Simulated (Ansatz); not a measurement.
A plane-wave DFT run in Ansatz 0.2.0 (scalar-relativistic PAW potentials unless the input names others): input and command.

```yaml
crystal:
  lattice:
    - [0.0, 2.7009711377, 2.7009711377]
    - [2.7009711377, 0.0, 2.7009711377]
    - [2.7009711377, 2.7009711377, 0.0]
  atoms:
    - { symbol: Si, position: [0.75, 0.75, 0.75] }
    - { symbol: Si, position: [0.5, 0.5, 0.5] }
basis:
  ecutwfc: "600 eV"
kpoints:
  mp_grid: { grid: [4, 4, 4] }
hamiltonian:
  xc: lda
scf:
  occupations: { method: tetrahedron_uncorrected }
output:
  forces: true
  eigenvalues: true
  stress: true
relax:
  adjacent_minimum: "off"
  f_tol: 0.005
  max_steps: 80
  cell: { stress_tol: 0.05 }
```

```bash
ansatz run input.yaml --threads 8 --pin off --max-ram 20480MiB --backend cpu --events-out ev --progress --plain --runs-dir out
```

Abridged log:
```
Warning: relax: with tetrahedron occupations the Hellmann–Feynman forces and the energy need not agree along the walk (scf.occupations.method in the input reference, under Limitations); prefer a smearing scheme for the relaxation and re-run the relaxed geometry with tetrahedron occupations for the final energies/DOS
The last accepted step is kept in <dir> (removed where the run ends without a failure and the disk answers)
Pseudopotentials: kind: paw
Pseudopotential: Si, paw, valence charge 4, recommended cutoff 420 eV (normal)
Functional definition: SPW92
Crystal: 2 atoms, lattice volume = 39.408 Å³
Basis set: ecut = 600 eV, 1363 PW (Γ)
Bands: 8, of which v1, the nominal top of the filled ones, is band 4 counted from 1 (3 counted from 0)
Symmetry: 48 space group operations
Space group: Fd-3m (ITA 227), of the structure as read, at distance tolerance 3.4e-5 Å
k-points: 8 of 64
Initial density: superposition of atomic densities (neutral atoms: chi_scale 0, normalization atom), corrected by the library's trained network
Initial wavefunctions: pseudopotential atomic-orbital guess
Functional: x = slater, c = lda
SCF iter   1: F=—  HF=-1217.099898 eV  |F-HF|=—  |Δ(HF+E_count)|=         —  Δρ=3.80e-3  dr2=5.71e-3  ethr=1.77e-3  ⟨swp⟩=5.9  Hψ=586  notcnv=0
SCF iter   2: F=—  HF=-1217.097557 eV  |F-HF|=—  |Δ(HF+E_count)|=   2.34e-3  Δρ=1.53e-3  dr2=7.01e-4  ethr=7.14e-5  ⟨swp⟩=2.9  Hψ=187  notcnv=0
SCF iter   3: F=—  HF=-1217.097257 eV  |F-HF|=—  |Δ(HF+E_count)|=   3.01e-4  Δρ=2.10e-4  dr2=1.02e-5  ethr=8.76e-6  ⟨swp⟩=2.9  Hψ=128  notcnv=0
SCF iter   4: F=—  HF=-1217.097252 eV  |F-HF|=—  |Δ(HF+E_count)|=   4.19e-6  Δρ=3.20e-5  dr2=3.60e-7  ethr=1.28e-7  ⟨swp⟩=2.5  Hψ=105  notcnv=0
SCF iter   5: F=-1217.097252 eV  HF=-1217.097252 eV  |F-HF|=8.16e-9  |Δ(HF+E_count)|=   1.10e-7  Δρ=9.44e-6  dr2=2.26e-8  ethr=4.49e-9  ⟨swp⟩=3.0  Hψ=117  notcnv=0
SCF iter   6: F=-1217.097252 eV  HF=-1217.097252 eV  |F-HF|=1.93e-11  |Δ(HF+E_count)|=   5.57e-9  Δρ=4.79e-7  dr2=5.89e-11  ethr=2.82e-10  ⟨swp⟩=2.0  Hψ=256  notcnv=0
SCF 1 converged in 6 iterations: F = -1217.097252 eV  dr2 = 5.89e-11
relax step   1: F+E_penalty+E_count = -1217.09725238 eV  Δ(F+E_penalty+E_count) = +0.000e0 eV  max|allowed force component| = 3.701e-17 eV/Å  Δτ_max = 0.0000 Å  P = +0.641 GPa  Ω = 39.408 Å³  (6 SCF iters, dr2 threshold 1.00e-7 eV, accepted)
Crystal: 2 atoms, lattice volume = 39.604 Å³
Initial density: handed on by an earlier stage of this run
Initial wavefunctions: those handed on with the density
SCF iter   1: F=—  HF=-1217.097751 eV  |F-HF|=—  |Δ(HF+E_count)|=         —  Δρ=3.27e-4  dr2=6.23e-5  ethr=7.59e-7  ⟨swp⟩=2.6  Hψ=590  notcnv=0
SCF iter   2: F=—  HF=-1217.097728 eV  |F-HF|=—  |Δ(HF+E_count)|=   2.32e-5  Δρ=1.18e-4  dr2=7.02e-6  ethr=7.59e-7  ⟨swp⟩=3.0  Hψ=118  notcnv=0
SCF iter   3: F=-1217.097726 eV  HF=-1217.097726 eV  |F-HF|=9.74e-9  |Δ(HF+E_count)|=   2.56e-6  Δρ=1.46e-5  dr2=6.05e-8  ethr=2.50e-9  ⟨swp⟩=3.0  Hψ=288  notcnv=0
SCF 2 converged in 3 iterations: F = -1217.097726 eV  dr2 = 6.05e-8
relax step   2: F+E_penalty+E_count = -1217.09772551 eV  Δ(F+E_penalty+E_count) = -4.731e-4 eV  max|allowed force component| = 8.558e-17 eV/Å  Δτ_max = 0.0000 Å  P = +0.153 GPa  Ω = 39.604 Å³  energy of the carried Pulay correction = -8.982e-6 eV  (3 SCF iters, dr2 threshold 2.00e-7 eV, accepted)
Crystal: 2 atoms, lattice volume = 39.665 Å³
SCF iter   1: F=—  HF=-1217.097755 eV  |F-HF|=—  |Δ(HF+E_count)|=         —  Δρ=1.07e-4  dr2=6.38e-6  ethr=7.77e-8  ⟨swp⟩=2.8  Hψ=592  notcnv=0
SCF iter   2: F=—  HF=-1217.097753 eV  |F-HF|=—  |Δ(HF+E_count)|=   2.25e-6  Δρ=4.11e-5  dr2=7.95e-7  ethr=7.77e-8  ⟨swp⟩=2.9  Hψ=104  notcnv=0
SCF iter   3: F=-1217.097752 eV  HF=-1217.097752 eV  |F-HF|=6.25e-10  |Δ(HF+E_count)|=   2.58e-7  Δρ=5.40e-6  dr2=8.15e-9  ethr=7.34e-10  ⟨swp⟩=3.0  Hψ=286  notcnv=0
SCF 3 converged in 3 iterations: F = -1217.097752 eV  dr2 = 8.15e-9
relax step   3: F+E_penalty+E_count = -1217.09775248 eV  Δ(F+E_penalty+E_count) = -2.698e-5 eV  max|allowed force component| = 1.295e-16 eV/Å  Δτ_max = 0.0000 Å  P = +0.002 GPa  Ω = 39.665 Å³  energy of the carried Pulay correction = -1.181e-5 eV  (3 SCF iters, dr2 threshold 5.87e-8 eV, accepted)
Initial wavefunctions: pseudopotential atomic-orbital guess (no wavefunctions were taken with the density)
SCF iter   1: F=—  HF=-1217.097763 eV  |F-HF|=—  |Δ(HF+E_count)|=         —  Δρ=5.80e-6  dr2=8.23e-9  ethr=1.21e-7  ⟨swp⟩=3.0  Hψ=822  notcnv=0
SCF iter   2: F=—  HF=-1217.097761 eV  |F-HF|=—  |Δ(HF+E_count)|=   1.46e-6  Δρ=2.86e-6  dr2=1.94e-9  ethr=1.03e-10  ⟨swp⟩=2.4  Hψ=129  notcnv=0
SCF iter   3: F=-1217.097761 eV  HF=-1217.097761 eV  |F-HF|=0.00e0  |Δ(HF+E_count)|=  4.03e-10  Δρ=1.05e-7  dr2=3.75e-12  ethr=1.00e-12  ⟨swp⟩=4.6  Hψ=312  notcnv=0
SCF 4 converged in 3 iterations: F = -1217.097761 eV  dr2 = 3.75e-12
SCF converged after 3 iterations
Free energy (F): -1217.097761 eV
Harris-Foulkes:  -1217.097761 eV  (|F-HF|=0.00e0)
Internal energy: -1217.097761 eV  (E = F + TS)
E sigma→0 (E₀):  -1217.097761 eV
Fermi energy:    6.195694 eV
--- Forces (eV/Å), atoms counted from 1 ---
  atom   1  Si     0.00000000     0.00000000     0.00000000
  atom   2  Si     0.00000000     0.00000000     0.00000000
--- Stress (GPa, compression-positive) ---
        0.001721       0.000000       0.000000
        0.000000       0.001721       0.000000
        0.000000       0.000000       0.001721
  P = ⅓ Tr σ = 0.0017 GPa (0.017 kbar)
--- Relaxed structure (3 steps of the walk, 3 accepted, 1 SCFs on fresh bases) ---
  F+E_penalty+E_count = -1217.09776113 eV   max|allowed force component| = 9.252e-17 eV/Å   (the final SCF, on the basis selected at the relaxed cell)
  cell:  # Å, volume = 39.6653 Å³
    - [0.0, 2.70682566, 2.70682566]
    - [2.70682566, 0.0, 2.70682566]
    - [2.70682566, 2.70682566, 0.0]
  atoms:
    - { symbol: Si, position: [0.74999999, 0.74999999, 0.74999999] }
    - { symbol: Si, position: [0.49999999, 0.49999999, 0.49999999] }
```

Apart from outputs and empty bands, the input differs from a reference run on usual settings in scf.occupations.width: 0.02 → not typed; scf.occupations.method: "gaussian" → "tetrahedron_uncorrected"; basis.ecutwfc: 420 → "600 eV"; kpoints.mp_grid.grid: [12, 12, 12] → [4, 4, 4]. The reference, at the same start, ended its own course with a relaxed volume of 19.70 Å³/atom, pressure 0.00 GPa, largest force 0.000 eV/Å, gap on the mesh 0.44 eV. This run converged in 15 SCF iterations over all its steps (reference: 9) with an energy at zero smearing 99.40 meV/atom above the reference's, a relaxed volume of 19.83 Å³/atom, pressure 0.00 GPa, largest force 0.000 eV/Å, gap on the mesh 0.56 eV. Its k mesh is looser than usual, and the result moved.

It took 0.47 s on 8 threads of Intel(R) Xeon(R) 6975P-C (Granite Rapids) (shared host), peak memory 0.34 GiB.